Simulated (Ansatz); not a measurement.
## Stability checks on a candidate for CoSi4

The cell was found from a structure generator's guess, not taken from experiment.

Computed with DFT PBE, scalar-relativistic, plane waves, PAW (Ansatz 0.2.0). The final run on the 5-atom cell used 420 eV, a Γ-centred 8×8×14 mesh, 0.10 eV smearing and no spin polarisation.

```
Co Si
1.0
     5.16410    0.00000    0.00000
     0.00000    5.16410    0.00000
     0.00000    0.00000    2.64368
Co Si
1 4
Direct
  0.00000 0.00000 0.00000
  0.73157 0.73157 0.50000
  0.26843 0.26843 0.50000
  0.26843 0.73157 0.50000
  0.73157 0.26843 0.50000
```

Formation energies are uncorrected and refer to the elements' standard structures at the same level.

Question: These tests were run: energy against the elements; phonons on a 1×1×4 q mesh; elastic tensor. What do they show?

Answer:

```tsv
test	result
energy against the elements	−0.19 eV/atom
phonons on a 1×1×4 q mesh	no imaginary mode on the mesh
elastic tensor	least eigenvalue 70 GPa
```

It fails none of these tests. Whether a mixture of other phases lies lower isn't tested here.

Trial moments died out on the coarse mesh, so the last step has no spin; another magnetic start might hold. The run for the phonons used an 8×8×16 k mesh and Fermi–Dirac smearing of 0.15 eV. The run for the elastic tensor used an 8×8×16 k mesh and Fermi–Dirac smearing of 0.15 eV.
